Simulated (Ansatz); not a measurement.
Relaxation of a randomly generated symmetric cell of CrI3 (space group No. 160); 4 atoms in the cell, which starts as R3m, hexagonal axes (No. 160), hR4; a = b = 7.5726 Å, c = 9.2974 Å, α = β = 90.00°, γ = 120.00°. Calculation: PBE (plane waves to 420 eV, PAW, scalar-relativistic; Ansatz, a quantum-chemistry and plane-wave program). Γ-centred k-mesh 5×5×5 on the run's cell (coarser than for final values), Fermi–Dirac smearing 0.05 eV. This is the first round of the run. Spin-polarised start, with parallel moments on Cr.

The optimiser's lines from the output (shortened; P is positive under compression):

```
relax step   1: F+E_penalty+E_count = -25916.01762405 eV  Δ(F+E_penalty+E_count) = +0.000e0 eV  max|allowed force component| = 9.320e-1 eV/Å  Δτ_max = 0.0000 Å  P = +1.404 GPa  Ω = 153.907 Å³  (15 SCF iters, dr2 threshold 1.00e-7 eV, accepted)
relax step   2: F+E_penalty+E_count = -25916.44757655 eV  Δ(F+E_penalty+E_count) = -4.300e-1 eV  max|allowed force component| = 6.772e-1 eV/Å  Δτ_max = 0.1942 Å  P = +0.913 GPa  Ω = 176.514 Å³  (9 SCF iters, dr2 threshold 4.00e-7 eV, accepted)
relax step   3: F+E_penalty+E_count = -25916.65983876 eV  Δ(F+E_penalty+E_count) = -2.123e-1 eV  max|allowed force component| = 2.185e-1 eV/Å  Δτ_max = 0.1584 Å  P = +1.198 GPa  Ω = 192.185 Å³  (10 SCF iters, dr2 threshold 4.00e-7 eV, accepted)
relax step   4: F+E_penalty+E_count = -25916.82297670 eV  Δ(F+E_penalty+E_count) = -1.631e-1 eV  max|allowed force component| = 1.520e-1 eV/Å  Δτ_max = 0.1915 Å  P = +0.541 GPa  Ω = 209.788 Å³  (9 SCF iters, dr2 threshold 4.00e-7 eV, accepted)
relax step   5: F+E_penalty+E_count = -25916.87792546 eV  Δ(F+E_penalty+E_count) = -5.495e-2 eV  max|allowed force component| = 2.343e-1 eV/Å  Δτ_max = 0.1946 Å  P = -0.557 GPa  Ω = 221.969 Å³  (9 SCF iters, dr2 threshold 4.00e-7 eV, accepted)
relax step   6: F+E_penalty+E_count = -25916.90224676 eV  Δ(F+E_penalty+E_count) = -2.432e-2 eV  max|allowed force component| = 1.738e-1 eV/Å  Δτ_max = 0.1708 Å  P = +0.020 GPa  Ω = 212.388 Å³  (10 SCF iters, dr2 threshold 4.00e-7 eV, accepted)
relax step   7: F+E_penalty+E_count = -25916.91721246 eV  Δ(F+E_penalty+E_count) = -1.497e-2 eV  max|allowed force component| = 5.866e-2 eV/Å  Δτ_max = 0.0372 Å  P = +0.124 GPa  Ω = 217.541 Å³  (8 SCF iters, dr2 threshold 4.00e-7 eV, accepted)
relax step   8: F+E_penalty+E_count = -25916.92509659 eV  Δ(F+E_penalty+E_count) = -7.884e-3 eV  max|allowed force component| = 6.362e-2 eV/Å  Δτ_max = 0.0773 Å  P = +0.117 GPa  Ω = 218.158 Å³  (8 SCF iters, dr2 threshold 2.15e-7 eV, accepted)
relax step   9: F+E_penalty+E_count = -25916.90957014 eV  Δ(F+E_penalty+E_count) = +1.553e-2 eV  max|allowed force component| = 3.589e-1 eV/Å  Δτ_max = 0.1930 Å  P = -1.105 GPa  Ω = 226.074 Å³  (8 SCF iters, dr2 threshold 2.53e-7 eV, rejected (line search))
relax step  10: F+E_penalty+E_count = -25916.93560742 eV  Δ(F+E_penalty+E_count) = -1.051e-2 eV  max|allowed force component| = 7.173e-2 eV/Å  Δτ_max = 0.0965 Å  P = -0.086 GPa  Ω = 219.075 Å³  (14 SCF iters, accepted)
relax step  11: F+E_penalty+E_count = -25916.94713164 eV  Δ(F+E_penalty+E_count) = -1.152e-2 eV  max|allowed force component| = 7.110e-2 eV/Å  Δτ_max = 0.1000 Å  P = -0.273 GPa  Ω = 218.678 Å³  (8 SCF iters, dr2 threshold 3.22e-7 eV, accepted)
relax step  12: F+E_penalty+E_count = -25916.95889427 eV  Δ(F+E_penalty+E_count) = -1.176e-2 eV  max|allowed force component| = 2.121e-1 eV/Å  Δτ_max = 0.1465 Å  P = -0.828 GPa  Ω = 217.485 Å³  (9 SCF iters, dr2 threshold 3.92e-7 eV, accepted)
relax step  13: F+E_penalty+E_count = -25916.99587008 eV  Δ(F+E_penalty+E_count) = -3.698e-2 eV  max|allowed force component| = 2.275e-1 eV/Å  Δτ_max = 0.1960 Å  P = -1.353 GPa  Ω = 208.861 Å³  (9 SCF iters, dr2 threshold 4.00e-7 eV, accepted)
relax step  14: F+E_penalty+E_count = -25917.12267636 eV  Δ(F+E_penalty+E_count) = -1.268e-1 eV  max|allowed force component| = 4.910e-2 eV/Å  Δτ_max = 0.1980 Å  P = -1.152 GPa  Ω = 188.706 Å³  (9 SCF iters, dr2 threshold 4.00e-7 eV, accepted)
relax step  15: F+E_penalty+E_count = -25917.13353614 eV  Δ(F+E_penalty+E_count) = -1.086e-2 eV  max|allowed force component| = 3.240e-2 eV/Å  Δτ_max = 0.0061 Å  P = -1.084 GPa  Ω = 187.489 Å³  (8 SCF iters, dr2 threshold 4.00e-7 eV, accepted)
relax step  16: F+E_penalty+E_count = -25917.17080489 eV  Δ(F+E_penalty+E_count) = -3.727e-2 eV  max|allowed force component| = 2.357e-1 eV/Å  Δτ_max = 0.1968 Å  P = +0.121 GPa  Ω = 170.428 Å³  (9 SCF iters, dr2 threshold 4.00e-7 eV, accepted)
relax step  17: F+E_penalty+E_count = -25917.18261927 eV  Δ(F+E_penalty+E_count) = -1.181e-2 eV  max|allowed force component| = 1.323e-1 eV/Å  Δτ_max = 0.1916 Å  P = -0.202 GPa  Ω = 177.025 Å³  (9 SCF iters, dr2 threshold 4.00e-7 eV, accepted)
relax step  18: F+E_penalty+E_count = -25917.19444653 eV  Δ(F+E_penalty+E_count) = -1.183e-2 eV  max|allowed force component| = 8.411e-2 eV/Å  Δτ_max = 0.0896 Å  P = +0.010 GPa  Ω = 172.987 Å³  (8 SCF iters, dr2 threshold 4.00e-7 eV, accepted)
relax step  19: F+E_penalty+E_count = -25917.19318635 eV  Δ(F+E_penalty+E_count) = +1.260e-3 eV  max|allowed force component| = 8.431e-2 eV/Å  Δτ_max = 0.0402 Å  P = +0.246 GPa  Ω = 169.710 Å³  (10 SCF iters, dr2 threshold 4.00e-7 eV, rejected (line search))
relax step  20: F+E_penalty+E_count = -25917.19764563 eV  Δ(F+E_penalty+E_count) = -3.199e-3 eV  max|allowed force component| = 6.358e-3 eV/Å  Δτ_max = 0.0222 Å  P = -0.018 GPa  Ω = 172.428 Å³  (13 SCF iters, accepted)
relax step  21: F+E_penalty+E_count = -25917.19781569 eV  Δ(F+E_penalty+E_count) = -1.701e-4 eV  max|allowed force component| = 1.314e-3 eV/Å  Δτ_max = 0.0026 Å  P = -0.003 GPa  Ω = 172.199 Å³  (8 SCF iters, dr2 threshold 9.32e-9 eV, accepted)
relax step  22: F+E_penalty+E_count = -25917.19782998 eV  Δ(F+E_penalty+E_count) = -1.429e-5 eV  max|allowed force component| = 2.658e-4 eV/Å  Δτ_max = 0.0009 Å  P = +0.001 GPa  Ω = 172.121 Å³  (11 SCF iters, accepted)
relax step  23: F+E_penalty+E_count = -25917.19928649 eV  Δ(F+E_penalty+E_count) = -1.457e-3 eV  max|allowed force component| = 1.585e-4 eV/Å  Δτ_max = 0.0000 Å  P = +0.002 GPa  Ω = 172.121 Å³  stress off target by 3.55e-3 GPa  SCF on the basis re-selected at this cell (its energy is not comparable with the rows above)  (17 SCF iters)
```

From the first to the last row the energy changes by -0.30 eV/atom and the volume by +11.8 %. The last row is marked as not comparable with the walk above it, whose basis was carried along; it does compare with step 1, since both stand on a basis selected at the nominal cutoff for their own cell.

Steps 9, 19 were rejected by the optimiser.

Later rounds, restarted from the end of this one on a renewed k-mesh, logged 16 more steps and released under 0.01 eV/atom more. The final structure after all rounds: R3m, hexagonal axes (No. 160), hR4; a = 7.834 Å, b = 7.834 Å, c = 9.707 Å, α = 90.00°, β = 90.00°, γ = 120.00°. Between re-selections the logged energies stand on a plane-wave basis carried along with the cell. Spin state reached: ferromagnetic (net 0.77 μB/atom), from parallel starting moments; other spin orders were not run from this start.

The run could not lose the symmetry of its start, so the end can be a saddle point.

The relaxed structure here is a generated cell of CrI3: the first start was made by a random draw of sites in a space group, and the end was not matched to a known phase here, so it may be hypothetical. Known forms of CrI3 include space group No. 148.
